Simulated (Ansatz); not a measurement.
InAs:
```
CELL_PARAMETERS angstrom
      0.00000     3.05391     3.05391
      3.05391     0.00000     3.05391
      3.05391     3.05391     0.00000
ATOMIC_POSITIONS crystal
  In 0.25000 0.25000 0.25000
  As 0.00000 0.00000 0.00000
```

DFT-r²SCAN in the program Ansatz with PAW potentials gives a gap of 0.08 eV without spin–orbit coupling, maximum at Γ, minimum at Γ.

Problem. What happens when spin–orbit coupling is switched on?

Solution. The gap closes at this level.

Space group F-43m (zinc blende). Symmetry was held in the r²SCAN relaxation; phonons on a q-mesh show no instability.

Potentials: the earlier of the program's two PAW sets.
